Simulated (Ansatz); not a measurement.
NaF (rock salt)

```yaml
crystal:
  lattice:
    - [0.00000, 2.35078, 2.35078]
    - [2.35078, 0.00000, 2.35078]
    - [2.35078, 2.35078, 0.00000]
  atoms:
    - { symbol: F, position: [0.00000, 0.00000, 0.00000] }
    - { symbol: Na, position: [0.50000, 0.50000, 0.50000] }
```

In each cell atom 1 (F, nearest neighbour Na at 2.351 Å; its periodic images, 3.3 Å or more away, move with it) moves by s·(-1.000, 0.000, 0.000) (towards the nearest neighbour), the rest being held.

The numbers are results of PBE (plane waves to 420 eV, PAW, scalar-relativistic; Ansatz, a program for electronic structure), not measurements. k mesh 10×10×10 (Γ-centred), Fermi-Dirac smearing 0.05 eV. The energy includes the smearing's −TS. NaF was relaxed with its symmetry unable to fall. The relaxed volume of NaF is well above the measured one; the method has no dispersion term. The zero of ΔE is the undisplaced structure.

```csv
s (Å),ΔE (meV/cell)
-0.240,65.5
-0.192,39.5
-0.144,21.2
-0.096,withheld
-0.048,2.2
0.000,0.0
0.048,2.2
0.096,withheld
0.144,21.2
0.192,39.5
0.240,65.5
```

Task: Fit an even polynomial form (powers 2, 4) to the given rows and predict ΔE at s = 0.096.

Result: Least squares on the 9 given rows: ΔE = (956.3)·s² + (3139)·s⁴, in meV/cell with s in Å; root-mean-square residual 0.02 meV/cell. At 0.096 the fit gives 9.1 meV/cell; the calculation gives 9.1 meV/cell, the same to the digits shown. The quadratic term alone would give 8.8 meV/cell.

(For displaced atoms, the force is minus the slope of the energy, and its curvature is a force constant, which sets phonon frequencies.)
